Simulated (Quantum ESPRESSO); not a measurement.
## Kohn-Sham bands of Te2Mo (P-6m2, isolated units)

```xyz
3
Lattice="3.5602 0.0000 0.0000 -1.7801 3.0832 0.0000 0.0000 0.0000 17.5241" Properties=species:S:1:pos:R:3 pbc="T T T"
Te     1.7801    -1.0277    -1.7899
Te     1.7801    -1.0277     1.7899
Mo     0.0000     0.0000     0.0000
```

Cell from Materials Project (mp-1023935), symmetrised, no further relaxation. Level: PBEsol, no spin polarisation, no spin-orbit coupling; pw.x of Quantum ESPRESSO at 66 Ry with PseudoDojo potentials, 6×6×4 k-points, Wannier90. Density: 12×12×1 mesh, cold smearing 0.01 Ry. The cell is built of weakly bound layers, chains or molecules, whose nearest atoms lie 13.94 Å apart, far more than in van der Waals crystals (3.2 to 4.2 Å): it describes nearly isolated units, such as a monolayer, not the bulk crystal. Spin-orbit coupling is left out although heavy elements are present.

Question: List the Kohn-Sham levels between −8 and 4.0 eV relative to the valence-band maximum at the high-symmetry points, as a band run of pw.x on that density gives them (levels within 2 meV counted together).

Answer: 
```json
[
 {"point": "Γ", "k (reciprocal lattice)": "0.000 0.000 0.000", "levels (eV)": "-4.91, -1.69 (×2), -1.62, -0.90 (×2), -0.38, 3.06 (×2), 3.35 (×2)"},
 {"point": "M", "k (reciprocal lattice)": "0.500 0.000 0.000", "levels (eV)": "-5.34, -4.46, -3.29, -2.29, -1.54, -0.71, -0.34, 1.39, 1.74, 3.31, 3.71, 3.96"},
 {"point": "K", "k (reciprocal lattice)": "0.333 0.333 0.000", "levels (eV)": "-4.45, -4.31, -3.76, -2.90, -2.87, -1.65, 0.00, 1.05, 1.95, 2.53"},
 {"point": "A", "k (reciprocal lattice)": "0.000 0.000 0.500", "levels (eV)": "-4.91, -1.69 (×2), -1.62, -0.90 (×2), -0.38, 3.06 (×2), 3.35 (×2)"},
 {"point": "L", "k (reciprocal lattice)": "0.500 0.000 0.500", "levels (eV)": "-5.34, -4.46, -3.29, -2.29, -1.54, -0.71, -0.34, 1.39, 1.74, 3.31, 3.71, 3.96"},
 {"point": "H", "k (reciprocal lattice)": "0.333 0.333 0.500", "levels (eV)": "-4.45, -4.31, -3.76, -2.90, -2.87, -1.65, 0.00, 1.05, 1.95, 2.53"}
]
```
